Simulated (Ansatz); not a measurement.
LaAsO3:
```xyz
10
Lattice="4.3910 0.0000 0.0000 0.0000 5.2873 0.0000 -1.6523 0.0000 5.9534" Properties=species:S:1:pos:R:3 pbc="T T T"
La     0.3113     3.9655     4.1760
La     2.4274     1.3218     1.7774
As     0.1051     3.9655     0.8497
As     2.6335     1.3218     5.1037
O      2.7255     3.9655     0.7002
O      0.0131     1.3218     5.2532
O      0.2828     2.6482     2.0362
O      2.4559     2.6391     3.9173
O      2.4559     0.0046     3.9173
O      0.2828     5.2828     2.0362
```

Tensor components refer to the Cartesian frame of this cell.

Give the high-frequency dielectric tensor and the Born effective charge tensors of the independent atoms from DFPT, the program Ansatz at the PBEsol level (PAW).


ε∞:
```
5.29  0.00  0.08
0.00  5.02  0.00
0.08  0.00  5.00
```
Z* of atom 1 (La), rows: field, columns: displacement, in e:
```
4.37  0.00  0.09
0.00  3.96  0.00
0.02  0.00  4.56
```
Z* of atom 3 (As), rows: field, columns: displacement, in e:
```
3.16  0.00  0.62
0.00  2.85  0.00
0.57  0.00  2.41
```
Z* of atom 5 (O), rows: field, columns: displacement, in e:
```
-3.52   0.00  -0.20
 0.00  -1.80   0.00
-0.45   0.00  -1.76
```
Z* of atom 7 (O), rows: field, columns: displacement, in e:
```
-2.00   0.25  -0.25
 0.07  -2.50   0.51
-0.07   0.16  -2.60
```

Static charges for comparison (Bader): La1 +2.14, As3 +1.62, O5 -1.26, O7 -1.25 e. Born charges measure polarisation by displacement and can exceed these by far.

Space group P2_1/m. The workflow started from a Materials Project entry (that database holds measured and hypothetical structures alike); the Crystallography Open Database copy checked does not list it. Its standing as an ambient phase is unchecked. Symmetry was held in the PBEsol relaxation; its stability against distortions is not shown here. Spin–orbit coupling is left out wherever it is not named.

Potentials: the later of the program's two PAW sets.
